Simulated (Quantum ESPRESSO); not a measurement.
## Ti3TaO7N (finding a planted mistake in a log)

Simulated, not a measurement. The program is pw.x of Quantum ESPRESSO 7.5 (plane-wave density functional theory). The cell is made up: 12 atoms on a fluorite lattice, with randomly drawn elements, strain and displacements, not relaxed. PseudoDojo standard norm-conserving files (v0.5 for PBE, v0.4.1 for LDA and PBEsol) set the functional; there is no spin polarisation, spin-orbit coupling or dispersion term, and the masses in the input are unused placeholders.

Intended input:

```
&control calculation='scf', pseudo_dir='./dojo.nc.sr.pbe.v0_5.standard.upf', outdir='./o', disk_io='low', tprnfor=.true., tstress=.true. /
&system ibrav=0, nat=12, ntyp=4, nbnd=54, ecutwfc=84.00895049, nosym=.true., tot_charge=0,
 occupations='smearing', smearing='fd', degauss=0.0018374661
/
&electrons conv_thr=7.350e-09, electron_maxstep=60, /
ATOMIC_SPECIES
N 1.0 N.upf
O 1.0 O.upf
Ta 1.0 Ta.upf
Ti 1.0 Ti.upf
CELL_PARAMETERS angstrom
4.8461 -0.0356 -0.0296
-0.0356 4.7327 0.0543
-0.0296 0.0543 4.8333
ATOMIC_POSITIONS angstrom
Ti 0.045 -0.0898 -0.0404
Ti 0.0123 2.4084 2.4622
Ti 2.3763 -0.0271 2.4584
Ta 2.4682 2.4074 0.0703
O 1.1808 1.1548 1.2573
O 1.133 1.2587 3.5861
O 1.1518 3.5507 1.2071
N 1.2211 3.541 3.6059
O 3.6616 1.1511 1.2574
O 3.6456 1.1984 3.6098
O 3.6639 3.5538 1.3104
O 3.6167 3.5406 3.6434
K_POINTS automatic
5 5 5 1 1 1
```

The log is shortened where brackets say so; the opening notice, blank lines, dates and the lines on written files are dropped, and the path of the files is cut. It prints rydbergs, bohrs and kilobars, and counts compression as positive stress. Where no state is partly filled, the Fermi energy that it prints is only some level between the filled and the empty states on the mesh, and need not lie in the true gap.

Log of the intended run:

```
     Program PWSCF v.7.5
     Parallel version (MPI & OpenMP), running on       4 processor cores
     Number of MPI processes:                 4
     Threads/MPI process:                     1
     [start-up lines left out]
     bravais-lattice index     =            0
     lattice parameter (alat)  =       9.1582  a.u.
     unit-cell volume          =     747.9041 (a.u.)^3
     number of atoms/cell      =           12
     number of atomic types    =            4
     number of electrons       =        96.00
     number of Kohn-Sham states=           54
     kinetic-energy cutoff     =      84.0090  Ry
     charge density cutoff     =     336.0358  Ry
     scf convergence threshold =      7.3E-09
     mixing beta               =       0.7000
     number of iterations used =            8  plain     mixing
     Exchange-correlation= PBE
                           (   1   4   3   4   0   0   0)
     [axes and pseudopotential details left out]
   Cartesian axes
     site n.     atom                  positions (alat units)
         1        Ti     tau(   1) = (   0.0092854  -0.0185295  -0.0083362  )
         2        Ti     tau(   2) = (   0.0025380   0.4969543   0.5080555  )
         3        Ti     tau(   3) = (   0.4903307  -0.0055919   0.5072714  )
         4        Ta     tau(   4) = (   0.5092935   0.4967479   0.0145058  )
         5        O      tau(   5) = (   0.2436487   0.2382838   0.2594339  )
         6        O      tau(   6) = (   0.2337856   0.2597228   0.7399633  )
         7        O      tau(   7) = (   0.2376648   0.7326588   0.2490755  )
         8        N      tau(   8) = (   0.2519643   0.7306573   0.7440489  )
         9        O      tau(   9) = (   0.7555422   0.2375204   0.2594545  )
        10        O      tau(  10) = (   0.7522407   0.2472804   0.7448536  )
        11        O      tau(  11) = (   0.7560168   0.7332985   0.2703907  )
        12        O      tau(  12) = (   0.7462774   0.7305748   0.7517867  )
     number of k points=    63  Fermi-Dirac smearing, width (Ry)=  0.0018
                       cart. coord. in units 2pi/alat
        k(    1) = (   0.1013632   0.1020188   0.0997440), wk =   0.0320000
        k(    2) = (   0.1025715   0.0997267   0.3003160), wk =   0.0320000
     [further k points left out]
     Dense  grid:    77787 G-vectors     FFT dimensions: (  54,  54,  54)
     Estimated max dynamical RAM per process >     260.82 MB
     Estimated total dynamical RAM >     986.31 MB
     Initial potential from superposition of free atoms
     starting charge      95.9943, renormalised to      96.0000
     Starting wfcs are   72 randomized atomic wfcs
     total cpu time spent up to now is        5.7 secs
     per-process dynamical memory:   203.4 Mb
     Self-consistent Calculation
     iteration #  1     ecut=    84.01 Ry     beta= 0.70
     Davidson diagonalization with overlap
     ethr =  1.00E-02,  avg # of iterations =  2.0
     total cpu time spent up to now is       15.2 secs
     total energy              =    -736.40069013 Ry
     estimated scf accuracy    <       6.04972035 Ry
     iteration #  2     ecut=    84.01 Ry     beta= 0.70
     Davidson diagonalization with overlap
     ethr =  6.30E-03,  avg # of iterations =  7.0
     total cpu time spent up to now is       34.8 secs
     total energy              =    -729.88185231 Ry
     estimated scf accuracy    <      63.73067061 Ry
     [iterations 3 to 21 left out]
     iteration # 22     ecut=    84.01 Ry     beta= 0.70
     Davidson diagonalization with overlap
     ethr =  9.57E-11,  avg # of iterations =  1.6
     total cpu time spent up to now is      343.1 secs
     total energy              =    -739.62635605 Ry
     estimated scf accuracy    <       0.00000005 Ry
     iteration # 23     ecut=    84.01 Ry     beta= 0.70
     Davidson diagonalization with overlap
     ethr =  5.49E-11,  avg # of iterations =  4.8
     total cpu time spent up to now is      356.2 secs
     End of self-consistent calculation
     [lines on levels left out]
     the Fermi energy is    14.1453 ev
!    total energy              =    -739.62635605 Ry
     estimated scf accuracy    <          3.9E-09 Ry
     smearing contrib. (-TS)   =      -0.00000000 Ry
     internal energy E=F+TS    =    -739.62635605 Ry
     The total energy is F=E-TS. E is the sum of the following terms:
     one-electron contribution =    -147.12491099 Ry
     hartree contribution      =     132.13797766 Ry
     xc contribution           =    -147.06232701 Ry
     ewald contribution        =    -577.57709572 Ry
     convergence has been achieved in  23 iterations
     Forces acting on atoms (cartesian axes, Ry/au):
     atom    1 type  4   force =     0.02273516    0.03620093   -0.03161770
     atom    2 type  4   force =     0.00917190   -0.02913217    0.01282893
     atom    3 type  4   force =    -0.02291123    0.03311930    0.01531433
     atom    4 type  3   force =    -0.02006338   -0.04473269   -0.01027122
     atom    5 type  2   force =     0.03190846    0.01390655   -0.03352032
     atom    6 type  2   force =     0.04831062   -0.05325927    0.05445333
     atom    7 type  2   force =     0.04642142   -0.01721826   -0.01463563
     atom    8 type  1   force =    -0.00742894    0.04608363    0.02933249
     atom    9 type  2   force =    -0.02372012    0.01969535   -0.04796885
     atom   10 type  2   force =    -0.04997794   -0.00963004    0.03416316
     atom   11 type  2   force =    -0.05397624   -0.00562289   -0.04646379
     atom   12 type  2   force =     0.01953029    0.01058955    0.03838527
     Total force =     0.196331     Total SCF correction =     0.000095
     Computing stress (Cartesian axis) and pressure
          total   stress  (Ry/bohr**3)                   (kbar)     P=      130.19
   0.00059056   0.00001215   0.00008662           86.88        1.79       12.74
   0.00001215   0.00140846  -0.00019721            1.79      207.19      -29.01
   0.00008662  -0.00019721   0.00065597           12.74      -29.01       96.50
     init_run     :      5.24s CPU      5.50s WALL (       1 calls)
     electrons    :    349.10s CPU    350.48s WALL (       1 calls)
     forces       :      2.55s CPU      2.62s WALL (       1 calls)
     stress       :      8.95s CPU      9.16s WALL (       1 calls)
     [timing details left out]
     PWSCF        :   6m 6.14s CPU   6m 8.12s WALL
     JOB DONE.
```

A second run was made from an input with one planted mistake. Its log:

```
     Program PWSCF v.7.5
     Parallel version (MPI & OpenMP), running on       4 processor cores
     Number of MPI processes:                 4
     Threads/MPI process:                     1
     [start-up lines left out]
     bravais-lattice index     =            0
     lattice parameter (alat)  =       9.1582  a.u.
     unit-cell volume          =     747.9041 (a.u.)^3
     number of atoms/cell      =           12
     number of atomic types    =            4
     number of electrons       =        96.00
     number of Kohn-Sham states=           54
     kinetic-energy cutoff     =      84.0090  Ry
     charge density cutoff     =     336.0358  Ry
     scf convergence threshold =      7.3E-09
     mixing beta               =       0.7000
     number of iterations used =            8  plain     mixing
     Exchange-correlation= SLA  PW   NOGX NOGC
                           (   1   4   0   0   0   0   0)
     [axes and pseudopotential details left out]
   Cartesian axes
     site n.     atom                  positions (alat units)
         1        Ti     tau(   1) = (   0.0092854  -0.0185295  -0.0083362  )
         2        Ti     tau(   2) = (   0.0025380   0.4969543   0.5080555  )
         3        Ti     tau(   3) = (   0.4903307  -0.0055919   0.5072714  )
         4        Ta     tau(   4) = (   0.5092935   0.4967479   0.0145058  )
         5        O      tau(   5) = (   0.2436487   0.2382838   0.2594339  )
         6        O      tau(   6) = (   0.2337856   0.2597228   0.7399633  )
         7        O      tau(   7) = (   0.2376648   0.7326588   0.2490755  )
         8        N      tau(   8) = (   0.2519643   0.7306573   0.7440489  )
         9        O      tau(   9) = (   0.7555422   0.2375204   0.2594545  )
        10        O      tau(  10) = (   0.7522407   0.2472804   0.7448536  )
        11        O      tau(  11) = (   0.7560168   0.7332985   0.2703907  )
        12        O      tau(  12) = (   0.7462774   0.7305748   0.7517867  )
     number of k points=    63  Fermi-Dirac smearing, width (Ry)=  0.0018
                       cart. coord. in units 2pi/alat
        k(    1) = (   0.1013632   0.1020188   0.0997440), wk =   0.0320000
        k(    2) = (   0.1025715   0.0997267   0.3003160), wk =   0.0320000
     [further k points left out]
     Dense  grid:    77787 G-vectors     FFT dimensions: (  54,  54,  54)
     Estimated max dynamical RAM per process >     260.82 MB
     Estimated total dynamical RAM >     986.31 MB
     Initial potential from superposition of free atoms
     starting charge      95.9952, renormalised to      96.0000
     Starting wfcs are   72 randomized atomic wfcs
     total cpu time spent up to now is        6.4 secs
     per-process dynamical memory:   203.4 Mb
     Self-consistent Calculation
     iteration #  1     ecut=    84.01 Ry     beta= 0.70
     Davidson diagonalization with overlap
     ethr =  1.00E-02,  avg # of iterations =  2.0
     total cpu time spent up to now is       18.6 secs
     total energy              =    -736.26219742 Ry
     estimated scf accuracy    <       5.83520974 Ry
     iteration #  2     ecut=    84.01 Ry     beta= 0.70
     Davidson diagonalization with overlap
     ethr =  6.08E-03,  avg # of iterations =  7.0
     total cpu time spent up to now is       39.7 secs
     total energy              =    -730.07765578 Ry
     estimated scf accuracy    <      61.82632097 Ry
     [iterations 3 to 19 left out]
     iteration # 20     ecut=    84.01 Ry     beta= 0.70
     Davidson diagonalization with overlap
     ethr =  4.18E-11,  avg # of iterations =  5.7
     total cpu time spent up to now is      321.3 secs
     total energy              =    -739.42954429 Ry
     estimated scf accuracy    <       0.00000002 Ry
     iteration # 21     ecut=    84.01 Ry     beta= 0.70
     Davidson diagonalization with overlap
     ethr =  2.40E-11,  avg # of iterations =  3.6
     total cpu time spent up to now is      334.0 secs
     End of self-consistent calculation
     [lines on levels left out]
     the Fermi energy is    13.7370 ev
!    total energy              =    -739.42954429 Ry
     estimated scf accuracy    <          5.3E-09 Ry
     smearing contrib. (-TS)   =      -0.00000000 Ry
     internal energy E=F+TS    =    -739.42954429 Ry
     The total energy is F=E-TS. E is the sum of the following terms:
     one-electron contribution =    -147.83692871 Ry
     hartree contribution      =     131.22490717 Ry
     xc contribution           =    -145.24042704 Ry
     ewald contribution        =    -577.57709572 Ry
     convergence has been achieved in  21 iterations
     Forces acting on atoms (cartesian axes, Ry/au):
     atom    1 type  4   force =     0.02246286    0.03341936   -0.03043496
     atom    2 type  4   force =     0.00929656   -0.02938876    0.01303169
     atom    3 type  4   force =    -0.02310348    0.03161817    0.01557098
     atom    4 type  3   force =    -0.01739328   -0.03951814   -0.00925071
     atom    5 type  2   force =     0.03439015    0.01599931   -0.03362585
     atom    6 type  2   force =     0.04699164   -0.04963606    0.05335582
     atom    7 type  2   force =     0.04740874   -0.01964188   -0.01784513
     atom    8 type  1   force =    -0.00369965    0.04285044    0.03054970
     atom    9 type  2   force =    -0.02674919    0.02421376   -0.04886315
     atom   10 type  2   force =    -0.04984712   -0.00689512    0.03459030
     atom   11 type  2   force =    -0.05512305   -0.01021107   -0.04963130
     atom   12 type  2   force =     0.01536581    0.00719000    0.04255261
     Total force =     0.195804     Total SCF correction =     0.000166
     Computing stress (Cartesian axis) and pressure
          total   stress  (Ry/bohr**3)                   (kbar)     P=      -36.98
  -0.00054586   0.00001318   0.00007862          -80.30        1.94       11.57
   0.00001318   0.00027316  -0.00017097            1.94       40.18      -25.15
   0.00007862  -0.00017097  -0.00048155           11.57      -25.15      -70.84
     init_run     :      5.67s CPU      6.05s WALL (       1 calls)
     electrons    :    326.47s CPU    327.58s WALL (       1 calls)
     forces       :      2.96s CPU      2.97s WALL (       1 calls)
     stress       :     10.71s CPU     10.72s WALL (       1 calls)
     [timing details left out]
     PWSCF        :   5m46.31s CPU   5m47.90s WALL
     JOB DONE.
```

Question: what was wrong in the second input?

Answer: the files are those of another functional. The input lines that differ, file-writing options aside:

```
- &control calculation='scf', pseudo_dir='./dojo.nc.sr.pbe.v0_5.standard.upf', outdir='./o', disk_io='low', tprnfor=.true., tstress=.true. /
+ &control calculation='scf', pseudo_dir='./dojo.nc.sr.lda.v0_4_1.standard.upf', outdir='./o', disk_io='low', tprnfor=.true., tstress=.true. /
```

```
                                            intended run  run with the mistake
                          free energy (eV)    -10063.129            -10060.451
                    smearing term -TS (eV)        0.0000                0.0000
                            pressure (GPa)         13.02                 -3.70
            largest force component (eV/Å)         1.400                 1.417
largest change of a force component (eV/Å)                               0.134
                                iterations            23                    21
```

For scale, a rerun of the intended cell at a cutoff of 1437 eV and k mesh 7 x 7 x 7 moved values by no more than 0.002 eV in energy, 0.06 GPa in stress and 0.004 eV/Å in force. Files of another functional have another zero of energy, so the energy change says nothing on stability.